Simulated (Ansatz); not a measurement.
Q: Each is relaxed and computed with the program Ansatz at the PBE level (PAW). Which alone has a direct gap?
A) Bi2Te3, La2O3 or Ni2Al3 type
B) ZnSnN2, R-3m (Zn on 3a, Sn on 3b, N on 6c)
C) Sn3O4, Pbam (Sn on 4h, Sn on 2c, O on 4g, O on 4h)
D) SnTe, rock salt

A: D, SnTe, rock salt. SnTe: gap 0.05 eV (direct); Sn3O4: gap 1.04 eV (indirect); ZnSnN2: gap 0.45 eV (indirect); Bi2Te3: gap 0.73 eV (indirect). Constructed cells (a structure type filled with these elements, in neither database checked): Bi2Te3, La2O3 or Ni2Al3 type. Typed or built starts, not in the databases checked: Sn3O4, Pbam (Sn on 4h, Sn on 2c, O on 4g, O on 4h); ZnSnN2, R-3m (Zn on 3a, Sn on 3b, N on 6c). Not the usual ambient phase: Bi2Te3, La2O3 or Ni2Al3 type. All cells were relaxed under the symmetry of their starts (and spin orders); stability against distortions was not tested throughout. Spin–orbit coupling is left out wherever it is not named.

Potentials: the earlier of the program's two PAW sets.
